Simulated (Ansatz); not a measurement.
Given:

WS2:
```cif
data_S6W3
_chemical_formula_sum 'W3 S6'
_space_group_name_H-M_alt 'R3m :H'
_space_group_IT_number 160
_space_group_name_Hall 'R 3 -2"'
_cell_length_a 3.17361
_cell_length_b 3.17361
_cell_length_c 18.81726
_cell_angle_alpha 90.000
_cell_angle_beta 90.000
_cell_angle_gamma 120.000
loop_
_atom_site_label
_atom_site_type_symbol
_atom_site_symmetry_multiplicity
_atom_site_Wyckoff_symbol
_atom_site_fract_x
_atom_site_fract_y
_atom_site_fract_z
_atom_site_occupancy
W1 W 3 a 0.00000 0.00000 0.99933 1
S1 S 3 a 0.00000 0.00000 0.58309 1
S2 S 3 a 0.00000 0.00000 0.74888 1
```
(The calculation used a cell of 3 atoms; values per cell refer to that cell.)

This is the r²SCAN+D4-relaxed structure.

### Question
All from r²SCAN+D4 in the plane-wave PAW code Ansatz, unless another level is named. Give the smallest direct gap on the standard path.

### Answer
1.95 eV.

### Question
Next, the band gap?

### Answer
1.21 eV (indirect).

### Question
Predict the formation energy from the elements (no fitted shifts).

### Answer
-0.92 eV/atom.

### Question
What about the gap with spin–orbit coupling?

### Answer
1.07 eV.

### Question
Predict the HSE06 gap on the r²SCAN+D4 cell.

### Answer
1.63 eV.

### Question
Next, the hole effective mass?

### Answer
0.65, 0.65, 0.71 mₑ (principal values).

The workflow started from a Materials Project entry (that database holds measured and hypothetical structures alike); the Crystallography Open Database files this formula in space group No. 160, but the cells were not matched. It is not the phase usual at ambient conditions (space group No. 194). The cell was relaxed with r²SCAN+D4 under the symmetry of its start; its stability against distortions is not shown here. No spin polarisation was allowed. The references are the lowest solids computed at this level, not always the standard phases. Scalar-relativistic: spin–orbit coupling is off unless named, which matters more the heavier the elements.

Potentials: the earlier of the program's two PAW sets. The files were generated under PBE; for other functionals the program regenerates the frozen cores, and for LDA and PBEsol the local potential too.
